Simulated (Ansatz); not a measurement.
BeTe:
```xyz
2
Lattice="0.0000 2.8023 2.8023 2.8023 0.0000 2.8023 2.8023 2.8023 0.0000" Properties=species:S:1:pos:R:3 pbc="T T T"
Be     2.8023     2.8023     2.8023
Te     1.4012     1.4012     1.4012
```

Relaxed with PBEsol. Special points in fractions of this cell's reciprocal vectors: Γ (0.000, 0.000, 0.000); X (0.500, 0.000, 0.500); U (0.625, 0.250, 0.625); K (0.375, 0.375, 0.750); L (0.500, 0.500, 0.500); W (0.500, 0.250, 0.750).

**Question.** List the band energies nearest the valence-band maximum at these points for plane-wave PAW PBEsol (Ansatz code).

**Answer.** In eV from the valence-band maximum; about four levels below and three above (degenerate sets whole), none deeper than 8.9 eV; points with the same levels are listed once.

| k | below | above |
|---|---|---|
| Γ | 0.00 0.00 0.00 | 3.61 3.61 3.61 |
| X | -5.19 -2.70 -2.70 | 1.84 2.61 9.83 9.83 |
| U | -4.82 -3.99 -2.28 | 2.61 5.24 7.96 |
| L | -5.65 -1.15 -1.15 | 3.08 4.58 4.58 |
| W | -4.63 -3.80 -3.30 | 5.20 5.51 5.56 |

Space group F-43m (zinc blende). The cell was relaxed with PBEsol under the symmetry of its start. The volume moved by 26 % from the start of the relaxation. Spin–orbit coupling is left out wherever it is not named.

Potentials: the later of the program's two PAW sets.
